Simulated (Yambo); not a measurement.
## How GW settings move the gap: MoS2

G0W0@PBEsol for MoS2 (space group P6_3/mmc, No. 194) in Yambo. Reference settings: 6×6×1 Γ-centred k mesh, bands 3 to 221 and a 8 Ry block in the screening, 221 bands in G with the Bruneval-Gonze terminator, plasmon pole fitted at 27.2 eV. The PBEsol gap Γ → K on this mesh is 1.20 eV; G0W0 gaps are taken between the same points.

| change from the reference | G0W0 gap Γ → K (eV) | shift of the valence edge (eV) | rough Yambo cost |
|---|---|---|---|
| reference settings | 1.79 | -0.12 | 1 |
| 84 bands in W, 84 bands in G | 1.82 | 0.17 | about 1/3 |
| 143 bands in W, 143 bands in G | 1.80 | -0.03 | within a factor of two |
| 84 bands in G | 1.80 | -0.05 | – |
| 143 bands in G | 1.79 | -0.10 | – |
| 104 bands in W | 1.80 | 0.04 | within a factor of two |
| 2 Ry block | 1.80 | 0.28 | within a factor of two |
| 3 Ry block | 1.74 | 0.18 | within a factor of two |
| 7 Ry block | 1.79 | -0.11 | within a factor of two |
| pole fitted at 40 eV | 1.80 | -0.18 | – |
| no random integration | 1.77 | 0.01 | – |
| 3×3×1 mesh | 1.93 | -0.12 | about 1/6 |
| 84 bands in G, no terminator | 1.93 | 0.63 | – |
| 143 bands in G, no terminator | 1.86 | 0.24 | – |
| no terminator | 1.83 | 0.05 | – |

The reference isn't shown to be the converged limit. Costs are rough (shared machines), scaled to the same edge states, and given only for runs that recompute the screening.

Spin-orbit splittings are left out.

Geometry of the Materials Project entry, not relaxed at this level; primitive cell a = b = 3.192 Å, c = 13.378 Å, α = β = 90.00°, γ = 120.00°.

A shift is the quasiparticle energy of the state minus its PBEsol energy.

The distance between layers or molecules is the database entry's, not relaxed here. Functionals without dispersion can leave it too large, which widens gaps and weakens the response across layers: the numbers belong to this cell.
